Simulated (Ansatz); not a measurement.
Ru:
```cif
data_Ru
_chemical_formula_sum 'Ru1'
_space_group_name_H-M_alt 'P 1'
_space_group_IT_number 1
_cell_length_a 2.62642
_cell_length_b 2.62642
_cell_length_c 2.62642
_cell_angle_alpha 109.471
_cell_angle_beta 109.471
_cell_angle_gamma 109.471
loop_
_space_group_symop_operation_xyz
  'x, y, z'
loop_
_atom_site_label
_atom_site_type_symbol
_atom_site_fract_x
_atom_site_fract_y
_atom_site_fract_z
_atom_site_occupancy
Ru1 Ru 0.00000 0.00000 0.00000 1
```

Relaxed with plane-wave PAW r²SCAN (Ansatz code). Indices refer to the conventional cell of Im-3m, a = b = c = 3.033 Å, α = β = γ = 90.00°.

Q: Simulate the powder diffraction pattern (Co Kα, λ = 1.79026 Å; lines above 1 %) up to 2θ = 90°.

A: Simulated powder pattern, Co Kα, λ = 1.79026 Å (kinematic, ideal powder, no thermal factors, no anomalous dispersion; the 30 strongest lines at most, above 1 %, up to 2θ = 90°):

```csv
2θ (°),d (Å),I/Imax (%),hkl
49.34,2.144,100,(110)
72.36,1.516,16,(200)
```

The start of the workflow was typed in or built on a structure type; neither database checked (COD, Materials Project) lists it. It is not the phase usual at ambient conditions (space group No. 194). Symmetry was held in the r²SCAN relaxation. At this level the phase is mechanically unstable. The run is not spin-polarised.

Potentials: the earlier of the program's two PAW sets.
